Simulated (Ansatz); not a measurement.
This guess for ScFeC₄N₄ is about to be relaxed.

```
CELL_PARAMETERS angstrom
6.03677 0.00000 0.00000
0.00000 6.03677 0.00000
0.00000 0.00000 6.03677
ATOMIC_POSITIONS crystal
Sc 0.50000 0.50000 0.50000
Fe 0.00000 0.00000 0.00000
C 0.18535 0.18535 0.18535
C 0.18535 0.81465 0.81465
C 0.81465 0.18535 0.81465
C 0.81465 0.81465 0.18535
N 0.29725 0.29725 0.29725
N 0.29725 0.70275 0.70275
N 0.70275 0.29725 0.70275
N 0.70275 0.70275 0.29725
```

Level of theory: DFT PBE, scalar-relativistic, plane waves, PAW (Ansatz 0.2.0). Cutoff 420 eV, Gaussian smearing, Γ-centred meshes. Cell and atoms relax first on a coarse mesh and then on a converged one. In between, the cell is made exact in the group found at 0.06 Å. The steps can't lower the symmetry of their start. Collinear spin, starting moments Fe 4.0 μB.

A guess keeps its type if space group and coordination stay and the shape of the cell changes little (axis ratios within about 15 %, angles within 6°); the volume may change.

Question: Does it keep its structure type, or change into something else?

Answer: It keeps its type. The symmetry stays P-43m (No. 215). The volume per atom shrinks by 3.7 %, from 22.0 to 21.2 Å³. The shortest distance goes from 1.17 Å (C–N) to 1.18 Å (C–N). Counting neighbours within 15 % of an atom's shortest distance, the start has C 1, Fe 4, N 1, Sc 4 and the end C 1, Fe 4, N 1, Sc 4.

The last run used collinear spin, a 6×6×6 mesh for its 10-atom cell and Gaussian smearing of 0.02 eV. Another magnetic order may lie lower. Symmetry constrained the relaxation, so the result can be a saddle point.
